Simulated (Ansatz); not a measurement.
Consider the following.

KTaO3 (cubic perovskite)

```
KTaO3
1.0
    4.02442     0.00000     0.00000
    0.00000     4.02442     0.00000
    0.00000     0.00000     4.02442
K Ta O
1 1 3
Direct
  0.00000   0.00000   0.00000
  0.50000   0.50000   0.50000
  0.00000   0.50000   0.50000
  0.50000   0.50000   0.00000
  0.50000   0.00000   0.50000
```

In this cell atom 1 (K, nearest neighbour O at 2.846 Å; its periodic images, 4.0 Å or more away, move with it) is moved by u·(1.000, 0.000, 0.000) + v·(0.000, 1.000, 0.000); the rest is frozen.

Level of theory: PBE (plane waves to 420 eV, PAW, scalar-relativistic; Ansatz, a quantum-chemistry and plane-wave program). k mesh 7×7×7 (Γ-centred), Fermi-Dirac smearing 0.05 eV. Energies are smeared free energies. KTaO3 is run without spin polarisation. KTaO3 was relaxed with its symmetry unable to fall. Spin-orbit coupling is left out, though Ta is heavy. The zero of ΔE is the undisplaced structure. Axes are in Å.

The scan covers u from -0.430 to 0.430 Å in 5 points and v from -0.430 to 0.430 Å in 5 points.

Task: Is the undisplaced position a minimum, a maximum or a saddle of this map?

Result: A minimum.

Task: What are the two principal curvatures of the energy at the centre?

Result: 3.8 eV/Å², isotropic.

(For displaced atoms, the force is minus the slope of the energy, and its curvature is a force constant, which sets phonon frequencies.)
